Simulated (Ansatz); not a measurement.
An Ansatz (a first-principles code) run. Input:

Ansatz 0.2 input:
```yaml
crystal:
  lattice:
    - [2.6997461066, 1.5586991414, 4.4427284528]
    - [-2.6997461066, 1.5586991414, 4.4427284528]
    - [0.0, -3.1173982827, 4.4427284528]
  atoms:
    - { symbol: Ca, position: [0.2761407752, 0.2761407752, 0.2761407752] }
    - { symbol: Ca, position: [0.7761407752, 0.7761407752, 0.7761407752] }
    - { symbol: Ti, position: [0.0161899464, 0.0161899464, 0.0161899464] }
    - { symbol: Ti, position: [0.5161899464, 0.5161899464, 0.5161899464] }
    - { symbol: O, position: [0.7484953983, 0.1828772343, 0.3265866458] }
    - { symbol: O, position: [0.3265866458, 0.7484953983, 0.1828772343] }
    - { symbol: O, position: [0.1828772343, 0.3265866458, 0.7484953983] }
    - { symbol: O, position: [0.8265866458, 0.6828772343, 0.2484953983] }
    - { symbol: O, position: [0.2484953983, 0.8265866458, 0.6828772343] }
    - { symbol: O, position: [0.6828772343, 0.2484953983, 0.8265866458] }
kpoints:
  mp_grid: { grid: [6, 6, 6] }
basis: { xc_grid: 2 }
hamiltonian:
  xc: pbesol
  pseudopotentials: { azcp: { folder: ./paw }, kind: paw }
scf:
  occupations: { method: fixed }
output:
  optics: { e_range: [0.0, 15.0], de: 0.05, sigma: 0.1, bands: { spectra_wanted_up_to: 12 eV } }
```

Output (shortened):

```
output.optics: the spectra are integrated over the Brillouin zone by k·p interpolation around the k-points, where levels, occupations, output.optics.sigma and …
Pseudopotential: Ca, paw, valence charge 10
Pseudopotential: Ti, paw, valence charge 12
Pseudopotential: O, paw, valence charge 6
Functional definition: PBEsol
Crystal: 10 atoms, lattice volume = 112.172 Å³
Basis set: ecut = 420 eV, 2151 PW (Γ), exchange–correlation on 80×80×80 points (8 copies of the dense FFT grid, shifted against one another)
Bands: 50, of which v1, the nominal top of the filled ones, is band 40 counted from 1 (39 counted from 0)
Symmetry: 6 space group operations
Space group: R3c (ITA 161), of the structure as read, at distance tolerance 4.8e-5 Å
k-points: 32 of 216 (time reversal used)
SCF iter   1: F=—  HF=-11918.649441 eV  |F-HF|=—  |Δ(HF+E_count)|=         —  Δρ=6.27e-2  dr2=4.65e0  ethr=3.10e-3  ⟨swp⟩=5.5  Hψ=5336  notcnv=0  defer=208
preconditioner: auto → Resta (q_TF=auto, 2.579 Å⁻¹)
SCF iter   2: F=—  HF=-11917.596560 eV  |F-HF|=—  |Δ(HF+E_count)|=    1.05e0  Δρ=2.95e-2  dr2=1.06e0  ethr=3.10e-3  ⟨swp⟩=2.8  Hψ=3310  notcnv=0  defer=210
SCF iter   3: F=—  HF=-11917.428016 eV  |F-HF|=—  |Δ(HF+E_count)|=   1.69e-1  Δρ=1.07e-2  dr2=1.01e-1  ethr=1.33e-3  ⟨swp⟩=2.7  Hψ=2826  notcnv=0  defer=245
SCF iter   4: F=—  HF=-11917.440333 eV  |F-HF|=—  |Δ(HF+E_count)|=   1.23e-2  Δρ=8.83e-3  dr2=8.39e-2  ethr=1.26e-4  ⟨swp⟩=2.4  Hψ=2669  notcnv=0  defer=243
SCF iter   5: F=—  HF=-11917.427181 eV  |F-HF|=—  |Δ(HF+E_count)|=   1.32e-2  Δρ=1.88e-3  dr2=3.44e-3  ethr=1.05e-4  ⟨swp⟩=2.8  Hψ=2170  notcnv=0  defer=251
SCF iter   6: F=—  HF=-11917.428072 eV  |F-HF|=—  |Δ(HF+E_count)|=   8.90e-4  Δρ=4.22e-4  dr2=1.75e-4  ethr=4.30e-6  ⟨swp⟩=2.0  Hψ=2207  notcnv=0  defer=255
SCF iter   7: F=—  HF=-11917.428206 eV  |F-HF|=—  |Δ(HF+E_count)|=   1.35e-4  Δρ=7.98e-5  dr2=6.18e-6  ethr=2.18e-7  ⟨swp⟩=2.0  Hψ=2623  notcnv=0  defer=233
SCF iter   8: F=—  HF=-11917.428200 eV  |F-HF|=—  |Δ(HF+E_count)|=   6.71e-6  Δρ=1.63e-5  dr2=3.13e-7  ethr=7.73e-9  ⟨swp⟩=2.0  Hψ=2513  notcnv=0  defer=168
SCF iter  12: F=-11917.428200 eV  HF=-11917.428200 eV  |F-HF|=1.82e-12  |Δ(HF+E_count)|=  2.36e-11  Δρ=8.16e-8  dr2=7.22e-12  ethr=1.00e-12  ⟨swp⟩=12.7  Hψ=6390  notcnv=0
SCF 1 converged in 12 iterations: F = -11917.428200 eV  dr2 = 7.22e-12
NSCF: frozen V_eff on 32 k-points
Optics k sum: 0 of 32 k-points
Optics k sum: 2 of 32 k-points
Optics k sum: 4 of 32 k-points
Optics k sum: 5 of 32 k-points
Optics k sum: 7 of 32 k-points
Optics k sum: 8 of 32 k-points
Optics k sum: 10 of 32 k-points
Optics k sum: 12 of 32 k-points
Optics k sum: 13 of 32 k-points
Optics k sum: 15 of 32 k-points
Optics k sum: 16 of 32 k-points
Optics k sum: 18 of 32 k-points
Optics k sum: 20 of 32 k-points
Optics k sum: 21 of 32 k-points
Optics k sum: 23 of 32 k-points
Optics k sum: 24 of 32 k-points
Optics k sum: 26 of 32 k-points
Optics k sum: 28 of 32 k-points
Optics k sum: 29 of 32 k-points
Optics k sum: 31 of 32 k-points
Optics k sum: 32 of 32 k-points
Optics k sum: 0 of 32 k-points
Optics k sum: 2 of 32 k-points
Optics k sum: 4 of 32 k-points
Optics k sum: 5 of 32 k-points
Optics k sum: 7 of 32 k-points
Optics k sum: 8 of 32 k-points
Optics k sum: 10 of 32 k-points
Optics k sum: 12 of 32 k-points
Optics k sum: 13 of 32 k-points
Optics k sum: 15 of 32 k-points
Optics k sum: 16 of 32 k-points
Optics k sum: 18 of 32 k-points
Optics k sum: 20 of 32 k-points
Optics k sum: 21 of 32 k-points
Optics k sum: 23 of 32 k-points
Optics k sum: 24 of 32 k-points
Optics k sum: 26 of 32 k-points
Optics k sum: 28 of 32 k-points
Optics k sum: 29 of 32 k-points
Optics k sum: 31 of 32 k-points
Optics k sum: 32 of 32 k-points
NSCF: frozen V_eff on 1 k-points
NSCF: frozen V_eff on 1 k-points
NSCF: frozen V_eff on 1 k-points
output.optics: what the bands over the 74 summed would add to eps1, eps2 and the energy-loss function is held between a lower and an upper bound (14 Lanczos …
SCF converged after 12 iterations
Free energy (F): -11917.428200 eV
Harris-Foulkes:  -11917.428200 eV  (|F-HF|=1.82e-12)
Internal energy: -11917.428200 eV  (E = F + TS)
E sigma→0 (E₀):  -11917.428200 eV
Fermi energy:    8.847300 eV
--- Per-component energies (eV) ---
  E_band       = -543.429376
  E_kinetic    = 2082.132352
  E_local      = -4892.231845  (includes V_loc(G=0)·N_el)
  E_nonlocal   = 614.978644
  E_hartree    = 1777.356179
  E_xc         = -914.386504
  E_vxc        = -1159.055763  (∫ρ·V_xc dr)
  E_paw        = -4658.651008  (= ΣΔE_a)
  E_vpaw       = -743.969592  (= ΣTr[D̂ρ^β])
  E_aug_tail   = 0.004368  (compensation charges beyond the density's cutoff)
  E_ewald      = -5927.358471
  E_core_change = 0.728085  (= ΣΔE_core)
  E_smearing   =  0.000000  (= −TS)
  E_closure    =  0.000000  (closes the sum)
  Σ components = -11917.428200   (vs F -11917.428200, Δ=0.00e0)
  [band-id]    e_kinetic+e_local+e_nonlocal+2·e_hartree+e_vxc+e_vpaw+e_augmentation_tail = -543.429478   (vs E_band -543.429376, Δ=-1.01e-4)
--- Band table (eV; the first three rows and the last of 32) ---
  k-point 0: bands = ["-46.7943", "-46.7893", "-28.7260", "-28.6981", "-23.2707", "-23.2707", "-23.2529", "-23.1978", "-23.1978", "-23.1808", "-10.1304", "-10.1304", "-10.0408", "-9.8986", "-9.8986", "-9.8880", "-8.2022", "-7.0151", "-7.0151", "-6.6562", …
  k-point 1: bands = ["-46.7940", "-46.7896", "-28.7243", "-28.6999", "-23.2664", "-23.2659", "-23.2480", "-23.2028", "-23.2025", "-23.1856", "-10.1394", "-10.1256", "-10.0248", "-9.9930", "-9.9221", "-9.8737", "-8.0189", "-7.0046", "-6.9897", "-6.7213", …
  k-point 2: bands = ["-46.7930", "-46.7905", "-28.7193", "-28.7050", "-23.2537", "-23.2528", "-23.2347", "-23.2163", "-23.2160", "-23.1986", "-10.1581", "-10.1361", "-10.0723", "-10.0033", "-9.9655", "-9.9008", "-7.6097", "-6.9722", "-6.9293", "-6.8638", …
  k-point 31: bands = ["-46.7918", "-46.7918", "-28.7122", "-28.7122", "-23.2347", "-23.2347", "-23.2347", "-23.2347", "-23.2169", "-23.2169", "-10.0738", "-10.0738", "-10.0334", "-10.0334", "-10.0334", "-10.0334", "-7.3060", "-7.3060", "-6.7911", "-6.7911", …
```

Cost: roughly 6 core-minutes on shared cores.

The start of the workflow was typed in or built on a structure type; neither database checked (COD, Materials Project) lists it. COD files the formula under space group No. 11, 62, 65, 140, 221. Whether it is the stable phase at ambient conditions was not checked. Symmetry was held in the PBEsol relaxation; whether a distortion lowers the energy is not shown. No spin polarisation was allowed.

Potentials: the earlier of the program's two PAW sets. The files were generated under PBE; for other functionals the program regenerates the frozen cores, and for LDA and PBEsol the local potential too.

Ansatz is a plane-wave DFT program.
